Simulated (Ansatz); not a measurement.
Data:

MgS:
```cif
data_Mg4S4
_chemical_formula_sum 'Mg4 S4'
_space_group_name_H-M_alt 'P 1'
_space_group_IT_number 1
_cell_length_a 10.45896
_cell_length_b 3.69857
_cell_length_c 3.69768
_cell_angle_alpha 90.000
_cell_angle_beta 90.000
_cell_angle_gamma 90.000
loop_
_space_group_symop_operation_xyz
  'x, y, z'
loop_
_atom_site_label
_atom_site_type_symbol
_atom_site_fract_x
_atom_site_fract_y
_atom_site_fract_z
_atom_site_occupancy
Mg1 Mg 0.12500 0.25000 0.25015 1
Mg2 Mg 0.37500 0.75000 0.75015 1
Mg3 Mg 0.87500 0.75000 0.74985 1
Mg4 Mg 0.62500 0.25000 0.24985 1
S1 S 0.87500 0.25000 0.24975 1
S2 S 0.62500 0.75000 0.74975 1
S3 S 0.12500 0.75000 0.75025 1
S4 S 0.37500 0.25000 0.25025 1
```

This is the PBE-relaxed structure.

Problem. All from the program Ansatz at the PBE level (PAW), unless another level is named. Predict the band gap.

Solution. 2.76 eV (direct).

Problem. And the formation energy from the elements (no fitted shifts)?

Solution. -1.44 eV/atom.

Problem. Next, the weight of the conduction-edge state by species (Voronoi cells)?

Solution. Mg 69 %, S 31 %.

Problem. Next, the valence-band maximum?

Solution. at Γ.

Space group Fm-3m (rock salt). The cell was relaxed with PBE under the symmetry of its start. Point labels and valley counts follow the cell and symmetry of the run, lower than the named group. The references are the lowest solids computed at this level, not always the standard phases.

Potentials: the later of the program's two PAW sets.
